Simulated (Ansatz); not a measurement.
ZnS (wurtzite)

```
ZnS
1.0
    3.80610     0.00000     0.00000
   -1.90305     3.29618     0.00000
    0.00000     0.00000     6.24474
Zn S
2 2
Direct
  0.66667   0.33333   0.99975
  0.33333   0.66667   0.49975
  0.66667   0.33333   0.62545
  0.33333   0.66667   0.12545
```

Two-dimensional scan of atom 3 (S, nearest neighbour Zn at 2.333 Å; its periodic images, 3.8 Å or more away, move with it): u runs along (1.000, 0.000, 0.000), v along (0.000, 1.000, 0.000) (Cartesian). Cell and other atoms are fixed.

All values below come from r2SCAN (plane waves to 500 eV, PAW, scalar-relativistic; Ansatz, a quantum-chemistry and plane-wave program). k mesh 8×8×5 (Γ-centred), Fermi-Dirac smearing 0.05 eV. E stands for the smeared free energy. Points where atoms come too close for the PAW data are left out (x in tables, blank in figures). ZnS was relaxed with its symmetry unable to fall. The zero of ΔE is the undisplaced structure. Axes are in Å.

| ΔE (meV/cell) | u = -0.580 | u = -0.387 | u = -0.193 | u = 0.000 | u = 0.193 | u = 0.387 | u = 0.580 |
|---|---|---|---|---|---|---|---|
| v = -0.580 | (withheld) | 1851 | 2122 | 2228 | 2122 | 1851 | (withheld) |
| v = -0.387 | (withheld) | (withheld) | 755 | 768 | 755 | (withheld) | (withheld) |
| v = -0.193 | (withheld) | 403 | 208 | 153 | 208 | 403 | (withheld) |
| v = 0.000 | 1370 | (withheld) | 127 | 0 | 127 | (withheld) | 1370 |
| v = 0.193 | 2391 | 1012 | 313 | 101 | 313 | 1012 | 2391 |
| v = 0.387 | x | 1680 | 644 | 334 | 644 | 1680 | x |
| v = 0.580 | x | 2426 | 1029 | 615 | 1029 | 2426 | x |

Task: Fill in the missing entries.

Result: 
- v = -0.580, u = -0.580: 1529
- v = -0.580, u = 0.580: 1529
- v = -0.387, u = -0.580: 806
- v = -0.387, u = -0.387: 743
- v = -0.387, u = 0.387: 743
- v = -0.387, u = 0.580: 806
- v = -0.193, u = -0.580: 810
- v = -0.193, u = 0.580: 810
- v = 0.000, u = -0.387: 546
- v = 0.000, u = 0.387: 546

(For displaced atoms, the force is minus the slope of the energy, and its curvature is a force constant, which sets phonon frequencies.)
